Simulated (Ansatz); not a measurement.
## Cold compression of Fe (hcp type)

```
Fe
1.0
     2.42953    0.00000    0.00000
    -1.21476    2.10403    0.00000
     0.00000    0.00000    3.84209
Fe
2
Direct
  0.33333 0.66667 0.25000
  0.66667 0.33333 0.75000
```

The cell comes from a relaxation on PAW files under the same functional, begun from a prototype that needn't be the stable phase.

Its volume is scaled, and at each volume shape and atoms are relaxed on PAW files; all methods then take that cell.

All numbers are PBEsol results (scalar-relativistic) from Ansatz 0.2.0, with a Γ-centred 19×19×11 k mesh, Fermi–Dirac smearing of 0.08 eV, spin-polarised from start moments Fe1 2.5, Fe2 2.5 μB. Methods: LAPW: all electrons, basis error target 1 meV/atom; PAW: frozen-core files, cutoff 420 eV; crystal datasets: all electrons, by PAW datasets that the program makes for each cell; norm-conserving: pseudopotentials, cutoff 1225 eV; PAW (cutoff 800 eV): frozen-core files, cutoff 800 eV.

Energies are extrapolated to zero smearing and count from the unscaled cell; pressure is positive in compression; gaps take the mesh and a band path. No temperature or zero-point motion is included.

The start moments died away, and the runs ended non-magnetic. The PAW files were made under PBE. The structure type is held throughout; the real material can change phase at far lower pressure.

```csv
V/V0,V (Å³/atom),P LAPW (GPa),ΔE LAPW (eV/atom),P PAW − LAPW (GPa),ΔE PAW − LAPW (meV/atom),space group,shortest distance (Å)
1.00,9.82,-0.12,0.000,0.09,0.0,P6_3/mmc,2.379
0.90,8.84,43.0,0.117,0.16,0.7,P6_3/mmc,2.298
0.80,7.86,?,0.590,0.17,1.8,P6_3/mmc,2.211
0.70,6.87,255.1,1.693,-0.06,2.3,P6_3/mmc,2.117
0.60,5.89,508.3,3.949,-0.75,-0.1,P6_3/mmc,2.012
0.50,4.91,1008,8.413,-0.64,-5.4,P6_3/mmc,1.895
0.40,3.93,2084,17.440,-11.25,-19.7,P6_3/mmc,1.762
```

Q: Fill in "P LAPW (GPa)" for the row "0.80".

A: 118.9.

Q: Fit the Vinet equation to the LAPW pressures over the whole range, with residuals weighted by 1/(|P| + 0.03·Pmax).

A: V0 = 9.82 Å³/atom, B0 = 314 GPa and B0′ = 4.83, and the fit misses no point by more than 8.8 GPa. A fit over so wide a range pins B0 less well than one near rest.

Q: From the table, what is the rise of the enthalpy H = E + pV up to the last row, and how stiff is the crystal between the last two rows?

A: ΔH = 17.440 eV + (2084 GPa × 3.93 Å³ + 0.12 GPa × 9.82 Å³) × 0.006242 eV/(GPa·Å³) = 68.55 eV/atom, of which pV makes 75 %. The mean bulk modulus there is −ΔP/Δln V = 4820 GPa.

Q: At the smallest volume, how far do crystal datasets and norm-conserving and PAW (cutoff 800 eV) lie from LAPW in pressure?

A: crystal datasets: 0.00 GPa; norm-conserving: -59.27 GPa; PAW (cutoff 800 eV): -17.94 GPa, on a LAPW pressure of 2084 GPa.

Q: How do the Löwdin populations by LAPW change from the unscaled cell to the last row?

A: Fe 3s 1.97 → 1.88, Fe 4s 0.92 → 0.57, Fe 3d 6.92 → 7.48 electrons an atom. These are projections on the shells that the free atoms fill; 0.36 e a cell lies outside them at the start and 0.19 e at the end.
